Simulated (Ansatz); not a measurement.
Here is the system:

AlCl3:
```cif
data_Al4Cl12
_chemical_formula_sum 'Al4 Cl12'
_space_group_name_H-M_alt 'C2/m'
_space_group_IT_number 12
_space_group_name_Hall '-C 2y'
_cell_length_a 5.84530
_cell_length_b 10.11656
_cell_length_c 5.98902
_cell_angle_alpha 90.000
_cell_angle_beta 108.400
_cell_angle_gamma 90.000
loop_
_space_group_symop_operation_xyz
  'x, y, z'
  '-x, -y, -z'
  '-x, y, -z'
  'x, -y, z'
  'x+1/2, y+1/2, z'
  '-x+1/2, -y+1/2, -z'
  '-x+1/2, y+1/2, -z'
  'x+1/2, -y+1/2, z'
loop_
_atom_site_label
_atom_site_type_symbol
_atom_site_symmetry_multiplicity
_atom_site_Wyckoff_symbol
_atom_site_fract_x
_atom_site_fract_y
_atom_site_fract_z
_atom_site_occupancy
Al1 Al 4 g 0.00000 0.16656 0.00000 1
Cl1 Cl 4 i 0.21907 0.00000 0.23322 1
Cl2 Cl 8 j 0.25211 0.32267 0.23124 1
```
(The calculation used a cell of 8 atoms; values per cell refer to that cell.)

This is the LDA-relaxed structure.

Problem. All from LDA (plane waves, PAW; program Ansatz), unless another level is named. Predict the smallest direct gap on the standard path.

Solution. 5.00 eV.

Problem. Give the weight of the valence-edge state by species (Voronoi cells).

Solution. Cl 98 %, Al 2 %.

Problem. What about the weight of the conduction-edge state by species (Voronoi cells)?

Solution. Cl 63 %, Al 37 %.

The workflow started from a Materials Project entry (that database holds measured and hypothetical structures alike); the Crystallography Open Database files this formula in space group No. 12, but the cells were not matched. Whether it is the stable phase at ambient conditions was not checked. The LDA relaxation kept the symmetry of its start; phonons on a q-mesh show no instability. A crystal of weakly bound layers computed without a dispersion correction: the cell and the soft elastic constants depend strongly on that.

Potentials: the earlier of the program's two PAW sets.
